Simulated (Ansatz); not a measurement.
ScSi in space group Cmcm (No. 63; Sc on 4c, Si on 4c) under volume change, PBEsol (plane waves, PAW; program Ansatz), shape and atoms relaxed at each volume.

```csv
V (Å³/atom),E − E(relaxed) (meV/atom),P (GPa)
16.049,56.5,12.34
16.578,23.8,7.59
17.107,5.6,3.51
17.636,0.0,0.00
18.165,5.1,-3.02
18.694,19.4,-5.60
19.223,41.7,-7.82
```

Q: What does a third-order Birch–Murnaghan fit give for V₀, B₀ and B′?

A: V₀ = 17.64 Å³/atom, B₀ = 108 GPa, B′ = 4.1.

The workflow started from a Materials Project entry (that database holds measured and hypothetical structures alike); the Crystallography Open Database copy checked does not list it. Whether it is the stable phase at ambient conditions was not checked. Symmetry was held in the PBEsol relaxation; of distortions, only those at the zone centre were tested. The run is not spin-polarised.

Potentials: the later of the program's two PAW sets.
